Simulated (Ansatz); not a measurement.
Values for one crystal, relaxed and computed with plane-wave PAW r²SCAN (Ansatz code); other levels are named.

```yaml
volume_per_atom: 16.02 Å³
electronic_character: metallic (no gap)
Density of states at the Fermi level: 0.53 states/eV per atom (mean over ±0.08 eV)
Formation energy from the elements (no fitted shifts): -0.75 eV/atom
```

### Question
Which compound is it?
A) Ti5Ge3, P6_3/mcm (Ti on 6g, Ti on 4d, Ge on 6g)
B) Zr5Sn3Se, P6_3/mcm (Zr on 4d, Zr on 6g, Sn on 6g, Se on 2b)
C) Cr3Ge, A15 (Cr3Si type)
D) LaCu2Ge2, I4/mmm (La on 2a, Cu on 4d, Ge on 4e)

### Answer
A, Ti5Ge3, P6_3/mcm (Ti on 6g, Ti on 4d, Ge on 6g)

The first step of the workflow began from a Materials Project structure, measured or hypothetical; the Crystallography Open Database files this formula in space group No. 193, but the cells were not matched. Whether it is the stable phase at ambient conditions was not checked. The r²SCAN relaxation kept the symmetry of its start; whether a distortion lowers the energy is not shown. The run is not spin-polarised. The references are the lowest solids computed at this level, not always the standard phases. Scalar-relativistic: spin–orbit coupling is off unless named, which matters more the heavier the elements.

Potentials: the later of the program's two PAW sets.
